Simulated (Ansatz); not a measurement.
An Ansatz input:

```yaml
crystal:
  lattice:
    - [3.0570257715, 0.0, 0.0]
    - [-1.5285128857, 2.6474619781, 0.0]
    - [0.0, 0.0, 9.9619416354]
  atoms:
    - { symbol: Li, position: [1.0, 1.0, 1.0] }
    - { symbol: Li, position: [1.0, 1.0, 0.5] }
    - { symbol: Li, position: [0.3333333333, 0.6666666667, 0.25] }
    - { symbol: Li, position: [0.6666666667, 0.3333333333, 0.75] }
hamiltonian:
  xc: r2scan
  pseudopotentials:
    kind: paw
    azcp:
      Li: "pseudopotentials/Li.paw.azcp"
basis:
  ecutwfc: 500
  fft_grid_basis: typed
kpoints:
  mp_grid: { grid: [13, 13, 4], shift: [0, 0, 0] }
magnetization:
  spin_polarized: false
scf:
  occupations: { method: fermi_dirac, width: 0.1 }
  lower_state_search: "off"
output:
  stress: true
```

Output

```
Engine: ansatz 0.2.0, x86_64-unknown-linux-gnu
Pseudopotentials: kind: paw
Pseudopotential: Li, paw, valence charge 3, recommended cutoff 500 eV (meta_gga) 
Functional definition: r2SCAN
  parameter k0 = 0.174
  parameter k1 = 0.065
  parameter a1 = 4.9479
  exchange = r2scan_x(k0 = k0, k1 = k1, a1 = a1)
  correlation = r2scan_c
Crystal: 4 atoms, lattice volume = 80.626 Å³
Basis set: ecut = 500 eV, 2077 PW (Γ), exchange–correlation on 96×96×300 points (64 copies of the dense FFT grid, shifted against one another)
Bands: 10, of which v1, the nominal top of the filled ones, is band 6 counted from 1 (5 counted from 0)
Symmetry: 24 space group operations
Space group: P63/mmc (ITA 194), of the structure as read, at distance tolerance 4.3e-5 Å
k-points: 63 of 676
Non-local potential: Li, projectors of the file, l = 0: 3, l = 1: 2, l = 2: 1
PAW form: soft (Blöchl's): semilocal exchange-correlation on the pseudo side does not see the compensation charge
PAW one-centre angular grid: Li, 302 points (default); XC on 327 of its mesh's 2665 points in the sphere
Initial density: superposition of atomic densities (neutral atoms: chi_scale 0, normalization atom), corrected by the library's trained network
Initial wavefunctions: pseudopotential atomic-orbital guess
Functional: x = r2scan, c = r2scan; τ floored in thin density (d = 2e-4 eV/Å³)
SCF iter   1: F=-820.558162 eV  HF=-820.560879 eV  |F-HF|=2.72e-3  |Δ(HF+E_count)|=         —  Δρ=2.27e-3  dr2=1.24e-3  dr2_τ=1.48e-3  ethr=1.77e-3  ⟨swp⟩=4.1  Hψ=3433  notcnv=0
SCF iter   2: F=-820.559059 eV  HF=-820.558974 eV  |F-HF|=8.40e-5  |Δ(HF+E_count)|=   1.90e-3  Δρ=1.18e-3  dr2=4.12e-4  dr2_τ=3.16e-5  ethr=1.03e-5  ⟨swp⟩=2.0  Hψ=1764  notcnv=0
SCF iter   3: F=-820.559120 eV  HF=-820.559111 eV  |F-HF|=8.78e-6  |Δ(HF+E_count)|=   1.37e-4  Δρ=1.31e-4  dr2=1.20e-5  dr2_τ=1.35e-6  ethr=3.43e-6  ⟨swp⟩=2.0  Hψ=1016  notcnv=0
SCF iter   4: F=-820.559122 eV  HF=-820.559123 eV  |F-HF|=1.72e-6  |Δ(HF+E_count)|=   1.20e-5  Δρ=3.48e-5  dr2=3.13e-6  dr2_τ=2.46e-8  ethr=1.00e-7  ⟨swp⟩=2.7  Hψ=1052  notcnv=0
iter 5 did not close the SCF: its close was put off for the readings that it lacked (scf_convergence_deferred on its scf_iter line)
SCF iter   5: F=-820.559123 eV  HF=-820.559123 eV  |F-HF|=2.00e-8  |Δ(HF+E_count)|=   7.13e-7  Δρ=6.29e-6  dr2=1.53e-8  dr2_τ=2.30e-9  ethr=2.61e-8  ⟨swp⟩=1.8  Hψ=716  notcnv=0
SCF iter   6: F=-820.559123 eV  HF=-820.559123 eV  |F-HF|=9.22e-10  |Δ(HF+E_count)|=   2.89e-8  Δρ=9.13e-7  dr2=4.81e-10  dr2_τ=5.03e-11  ethr=1.27e-10  ⟨swp⟩=1.1  Hψ=1940  notcnv=0
SCF 1 converged in 6 iterations: F = -820.559123 eV  dr2 = 4.81e-10
SCF converged after 6 iterations
Free energy (F): -820.559123 eV
Harris-Foulkes:  -820.559123 eV  (|F-HF|=9.22e-10)
Internal energy: -820.495127 eV  (E = F + TS)
E sigma→0 (E₀):  -820.527125 eV
Entropy (-TS):   -0.063996 eV (-15.999 meV/atom)
Fermi energy:    1.098405 eV
--- Per-component energies (eV) ---
  E_band       = -377.547111
  E_kinetic    = 85.096599
  E_local      = -528.392070  (includes V_loc(G=0)·N_el)
  E_nonlocal   = -133.241288
  E_hartree    = 157.008116
  E_xc         = -38.608351
  E_vxc        = -54.999464  (∫ρ·V_xc dr)
  E_paw        = -87.283121  (= ΣΔE_a)
  E_vpaw       = -63.340130  (= ΣTr[D̂ρ^β])
  E_aug_tail   = -0.000381  (compensation charges beyond the density's cutoff)
  E_vtau       = 3.313561  (kinetic-family band-sum trace: ∫τ·v_τ [+ j·A + Jᵃ·Aᵃ] dr)
  E_ewald      = -275.074630
  E_smearing   = -0.063996  (= −TS)
  E_closure    = -0.000000  (closes the sum)
  Σ components = -820.559123   (vs F -820.559123, Δ=0.00e0)
--- Stress (GPa, compression-positive) ---
        0.533769      -0.000000       0.000000
       -0.000000       0.533769       0.000000
        0.000000       0.000000       0.649590
  P = ⅓ Tr σ = 0.5724 GPa (5.724 kbar)
```

Command:

```sh
ansatz run input.yaml --threads 1 --pin off --max-ram 3584MiB --backend cpu --events-out ev --progress --plain --runs-dir out
```

On 1 thread of Intel(R) Xeon(R) Platinum 8259CL CPU @ 2.50GHz (Skylake/Cascade Lake) (shared host) this took about 10 s of wall time and 10 s of CPU time.
